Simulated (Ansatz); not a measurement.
Given:

FeSi:
```
FeSi
1.0
    4.44792     0.00000     0.00000
    0.00000     4.44792     0.00000
    0.00000     0.00000     4.44792
Fe Si
4 4
Direct
  0.13600   0.13600   0.13600
  0.36400   0.86400   0.63600
  0.63600   0.36400   0.86400
  0.86400   0.63600   0.36400
  0.84071   0.84071   0.84071
  0.65929   0.15929   0.34071
  0.34071   0.65929   0.15929
  0.15929   0.34071   0.65929
```

This is the PBE-relaxed structure.

Task: All from PBE in the plane-wave PAW code Ansatz, unless another level is named. Estimate the Young's modulus.

Result: 350 GPa.

Task: Give the zero-point energy.

Result: 56.2 meV/atom.

Space group P2_13. Symmetry was held in the PBE relaxation. The workflow began spin-polarised and lost its moments.

Potentials: the later of the program's two PAW sets.
